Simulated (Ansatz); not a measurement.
Relaxed-ion elastic tensor of ZrRh in space group Pnma (No. 62; Zr on 4c, Rh on 4c) in GPa (Voigt order), DFT-PBEsol in the program Ansatz with PAW potentials; density 9.13 g/cm³, 17.65 Å³ per atom.

|  | 1 | 2 | 3 | 4 | 5 | 6 |
|---|---|---|---|---|---|---|
| 1 | 187 | 133 | 150 | 0.0 | 0.0 | 0.0 |
| 2 | 133 | 260 | 158 | 0.0 | 0.0 | 0.0 |
| 3 | 150 | 158 | 244 | 0.0 | 0.0 | 0.0 |
| 4 | 0.0 | 0.0 | 0.0 | 54.1 | 0.0 | 0.0 |
| 5 | 0.0 | 0.0 | 0.0 | 0.0 | 54.5 | 0.0 |
| 6 | 0.0 | 0.0 | 0.0 | 0.0 | 0.0 | 70.6 |

**Question.** Is the crystal mechanically stable?

**Answer.** Yes: the smallest eigenvalue of C is 54.1 GPa.

**Question.** Work out the Voigt, Reuss and Hill averages.

**Answer.** K_V = 175, K_R = 168, K_H = 171; G_V = 52.6, G_R = 48.9, G_H = 50.7 GPa.

**Question.** Give Young's modulus, Poisson's ratio, Pugh's ratio and the universal anisotropy index.

**Answer.** E = 9KG/(3K + G) = 139 GPa; ν = 0.37; K/G = 3.37 (ductile by the Pugh limit of 1.75); A_U = 5G_V/G_R + K_V/K_R − 6 = 0.42.

**Question.** Estimate the sound speeds and the Debye temperature.

**Answer.** v_l = √((K + 4G/3)/ρ) = 5110 m/s, v_t = √(G/ρ) = 2360 m/s, mean 2660 m/s; Θ = (h/k)(3n/4πV)^(1/3) v_m = 304 K.

**Question.** How much does each axis shrink under pressure?

**Answer.** Linear compressibilities β_i = Σ_j S_ij (j = 1 to 3): x 3.5, y 1.4, z 1.0 per TPa.

The workflow started from a Materials Project entry (that database holds measured and hypothetical structures alike); the Crystallography Open Database files this formula in space group No. 62, but the cells were not matched. Its standing as an ambient phase is unchecked. The PBEsol relaxation kept the symmetry of its start; of distortions, only those at the zone centre were tested. No spin polarisation was allowed. As this level gives no gap, shear constants depend on the k-mesh and smearing (Fermi–Dirac, 0.1 eV here). On the denser mesh and wider smearing of the elastic run this cell carries a stress of 0.3 GPa.

Potentials: the later of the program's two PAW sets.
